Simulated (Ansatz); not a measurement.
## Is this MnSb result the lowest state?

The cell (4 atoms) is MnSb as a measured crystal structure (space group P6_3/mmc). Source: COD entry 1539319; it may be a high-temperature, high-pressure or metastable form.

Theory: DFT, PBE, PAW, plane waves, scalar-relativistic (Ansatz development build ahead of 0.2.0).

```yaml
crystal:
  lattice:
    - [4.14000209, 0.0, 0.0]
    - [-2.07000105, 3.58534698, 0.0]
    - [0.0, 0.0, 5.79]
  atoms:
    - { symbol: Sb, position: [0.33333333, 0.66666667, 0.25] }
    - { symbol: Sb, position: [0.66666667, 0.33333333, 0.75] }
    - { symbol: Mn, position: [0.0, 0.0, 0.0], spin: 4.5 }
    - { symbol: Mn, position: [0.0, 0.0, 0.5], spin: 4.5 }
magnetization:
  spin_polarized: true
hamiltonian:
  xc: pbe
  pseudopotentials: { kind: paw }
basis:
  ecutwfc: 420
kpoints:
  mp_grid: { grid: [8, 8, 5] }
scf:
  occupations: { method: fermi_dirac, width: 0.05 }
  lower_state_search: "off"
output:
  forces: true
  stress: true
```

Time: 5.5 s on 2 threads of Arm Neoverse V2 (shared host), peak memory 0.46 GiB.

The end of the output:

```
SCF converged after 11 iterations
Magnetization: 6.7465 μB (33.3733 up, 26.6267 down)
Absolute magnetization: 7.5960 μB (∫|ρ↑−ρ↓|, with the PAW one-centre terms)
Spin contamination: 0.3249 ħ² per cell (⟨S²⟩ above its minimum at these occupations)
Per-site moments (μB) at R_I (Å): [(-0.1208, 1.1526), (-0.1208, 1.1526), (3.4433, 1.1526), (3.4433, 1.1526)]
Free energy (F): -20766.645600 eV
Harris-Foulkes:  -20766.645600 eV  (|F-HF|=1.24e-10)
Internal energy: -20766.624499 eV  (E = F + TS)
E sigma→0 (E₀):  -20766.635049 eV
Entropy (-TS):   -0.021102 eV (-5.275 meV/atom)
Fermi energy:    12.106021 eV
--- Forces (eV/Å), atoms counted from 1 ---
  atom   1  Sb     0.00000000     0.00000000     0.00000000
  atom   2  Sb    -0.00000000     0.00000000     0.00000000
  atom   3  Mn    -0.00000000    -0.00000000    -0.00000000
  atom   4  Mn     0.00000000    -0.00000000     0.00000000
--- Stress (GPa, compression-positive) ---
       -2.334115      -0.000000       0.000000
       -0.000000      -2.334115       0.000000
        0.000000       0.000000      -3.833650
  P = ⅓ Tr σ = -2.8340 GPa (-28.340 kbar)
```

Site moments are taken inside atomic spheres and don't add up to the total.

Would you trust this as the ground state? If a lower solution is known, describe it.

No lower state turned up: it is the lowest of 3 states reached by 12 converged runs, and the next lies 54.4 meV/atom higher (antiferromagnetic, site moments Mn3 3.36, Mn4 -3.36 μB, total 0.00 μB per cell, no gap on the k-mesh). That doesn't prove a ground state. Orders that need a larger cell or non-collinear spins weren't tried.
